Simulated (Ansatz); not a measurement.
YN:
```cif
data_N4Y4
_chemical_formula_sum 'Y4 N4'
_space_group_name_H-M_alt 'Fm-3m'
_space_group_IT_number 225
_space_group_name_Hall '-F 4 2 3'
_cell_length_a 4.89574
_cell_length_b 4.89574
_cell_length_c 4.89574
_cell_angle_alpha 90.000
_cell_angle_beta 90.000
_cell_angle_gamma 90.000
loop_
_atom_site_label
_atom_site_type_symbol
_atom_site_symmetry_multiplicity
_atom_site_Wyckoff_symbol
_atom_site_fract_x
_atom_site_fract_y
_atom_site_fract_z
_atom_site_occupancy
Y1 Y 4 a 0.00000 0.00000 0.00000 1
N1 N 4 b 0.50000 0.50000 0.50000 1
```
(The calculation used a cell of 2 atoms; values per cell refer to that cell.)

Relaxed with r²SCAN. Plane-wave PAW r²SCAN (Ansatz code) gives a gap of 0.58 eV.

Question: What gap does HSE06 give on the same cell (Ansatz, PAW)?

Answer: 1.10 eV, 0.51 eV more. The hybrid was solved on a coarser mesh and at special points; its gap is the smallest among all of these.

| k | v1 r²SCAN | c1 r²SCAN | v1 HSE06 | c1 HSE06 |
|---|---|---|---|---|
| Γ | 0.00 | 3.55 | [?] | [?] |
| X | -0.40 | 0.58 | -0.47 | 1.10 |
| L | -2.28 | 6.21 | [?] | [?] |
| W | -1.53 | 4.44 | [?] | [?] |
| K | -1.34 | 2.86 | [?] | [?] |

Question: Top valence (v1) and lowest conduction level (c1) in eV from each method's valence maximum (which need not be a listed point): supply the withheld HSE06 values.

Answer: 
- L, v1 HSE06: -2.45
- L, c1 HSE06: 7.13
- K, v1 HSE06: -1.45
- K, c1 HSE06: 3.50
- Γ, v1 HSE06: 0.00
- Γ, c1 HSE06: 4.31
- W, v1 HSE06: -1.73
- W, c1 HSE06: 5.20

Cost on shared cores: the r²SCAN run (SCF on a 10×10×10 mesh, then bands and DOS) around 9 core-seconds (rough), the HSE06 run (SCF on 7×7×7, then a few points) about 70 core-seconds (a rough figure); the tasks are unlike.

The cell was relaxed with r²SCAN under the symmetry of its start. The run is not spin-polarised. Scalar-relativistic: spin–orbit coupling is off unless named, which matters more the heavier the elements.

Potentials: the later of the program's two PAW sets.
